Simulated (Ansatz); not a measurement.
Below is a relaxed structure of InGe3S2. The cell was found from a structure generator's guess, not taken from experiment.

Computed with Ansatz 0.2.0, DFT PBE, scalar-relativistic, plane waves, PAW. Cutoff 420 eV, Γ-centred mesh, Gaussian smearing, no spin polarisation.

```
In Ge S
1.0
    -2.77133    2.77133    4.81535
     2.77133   -2.77133    4.81535
     2.77133    2.77133   -4.81535
In Ge S
1 3 2
Cartesian
  0.0000 0.0000 4.8153
  0.0000 2.7713 0.0000
  2.7713 0.0000 0.0000
  0.0000 0.0000 0.0000
  0.0000 2.7713 2.4077
  2.7713 0.0000 2.4077
```

Formation energies are uncorrected and refer to the elements' standard structures at the same level.

(1) What space group does it have?

(2) How far does it lie from the elements in energy?

(3) Is it a metal?

Results:

(1) I4/mmm (No. 139). Conventional cell: a = 5.543 Å, c = 9.631 Å. In is surrounded by 4 Ge at 2.77 Å; Ge on a site of symmetry mmm has 2 S at 2.41 Å, 2 Ge at 2.77 Å and 2 In at 2.77 Å; Ge on a site of symmetry 4/mmm has 4 Ge at 2.77 Å; S is surrounded by 2 Ge at 2.41 Å.

(2) +0.30 eV/atom. The separate elements lie lower, so it is unstable against them.

(3) Yes, bands cross the Fermi level on the 10×10×10 mesh.

The last run used a 10×10×10 mesh for its 6-atom cell and Gaussian smearing of 0.10 eV. An odd number of electrons in the primitive cell allows no gap without spin; a larger cell or a magnetic state could open one. The reference form of S is held partly by dispersion forces, which this level lacks. A structure relaxed within its symmetry needn't be a true minimum. Another cell of InGe3S2 relaxed alike, in P-3m1, lies 269 meV/atom lower, so this cell isn't the stable form at this level.
